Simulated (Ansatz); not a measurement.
# BaH$_{2}$: do energies and stresses tell the same story?

The calculation used Ansatz 0.2.0, DFT PBEsol, scalar-relativistic, plane waves, PAW.

Plane waves to 420 eV, a k mesh through Γ of 6×6×6 on the computed 6-atom cell and Gaussian smearing (0.02 eV); no spin polarisation.

Relaxed cell: P6_3/mmc, a = 4.385 Å, b = 4.385 Å, c = 5.796 Å, α = 90.00°, β = 90.00°, γ = 120.00°, 6 atoms in the primitive cell. Whether it is the stable form of this composition wasn't checked.

Energies at zero smearing and pressures from the stress tensor, at volumes with shape and atoms relaxed:
```
V (Å³/atom) E − E(first) (meV/atom) P (GPa)
     14.154                     0.00     5.65
     14.636                   -14.29     3.89
     15.119                   -23.67     2.38
     15.601                   -28.84     1.09
     16.084                   -30.39    -0.02
     16.566                   -28.85    -0.97
     17.049                   -24.65    -1.80
     17.692                   -15.58    -2.72
```

Task: Check P = −dE/dV between neighbouring volumes, and get the bulk modulus from the pressures alone.

Result: With 1 eV/Å³ = 160.2 GPa:
```json
{"middle V (Å³/atom)": "14.395", "−ΔE/ΔV (GPa)": "4.745", "mean P (GPa)": "4.768"}
{"middle V (Å³/atom)": "14.877", "−ΔE/ΔV (GPa)": "3.113", "mean P (GPa)": "3.136"}
{"middle V (Å³/atom)": "15.360", "−ΔE/ΔV (GPa)": "1.719", "mean P (GPa)": "1.735"}
{"middle V (Å³/atom)": "15.842", "−ΔE/ΔV (GPa)": "0.515", "mean P (GPa)": "0.533"}
{"middle V (Å³/atom)": "16.325", "−ΔE/ΔV (GPa)": "-0.512", "mean P (GPa)": "-0.497"}
{"middle V (Å³/atom)": "16.807", "−ΔE/ΔV (GPa)": "-1.394", "mean P (GPa)": "-1.385"}
{"middle V (Å³/atom)": "17.370", "−ΔE/ΔV (GPa)": "-2.260", "mean P (GPa)": "-2.260"}
```

The two differ by 0.02 GPa at most. The mean of two end pressures misses the average over a step by about ΔV² P″/12, up to 0.02 GPa here; with that taken off 0.01 GPa remains. Around V = 16.084 Å³/atom, the two neighbours give B = −V ΔP/ΔV = 16.084 × 2.06 / 0.965 = 34.3 GPa, against B0 = 34.3 GPa from the Birch–Murnaghan fit of the energies.